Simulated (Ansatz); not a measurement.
Bi (A7 (α-As type), R-3m) at seven volumes, plane-wave PAW PBE (Ansatz code), shape and atoms relaxed at each. One row is withheld.

```tsv
V (Å³/atom)	P (GPa)
33.555	3.59
34.661	2.10
35.767	0.93
36.873	0.00
37.979	?
39.086	-1.18
40.192	-1.51
```

**Question.** Fit the shown pressures and predict the withheld one.

**Answer.** P = (3/2)B₀(x^(7/2) − x^(5/2))[1 + (3/4)(B′ − 4)(x − 1)] with x = (V₀/V)^(2/3). Least squares on the six rows gives V₀ = 36.898 Å³/atom, B₀ = 25.8 GPa, B′ = 8.36. At V = 37.979, x = 0.9809 and P = -0.66 GPa. The run itself gave -0.70 GPa.

Symmetry was held in the PBE relaxation. Scalar-relativistic: spin–orbit coupling is off unless named, which matters more the heavier the elements.

Potentials: the later of the program's two PAW sets.
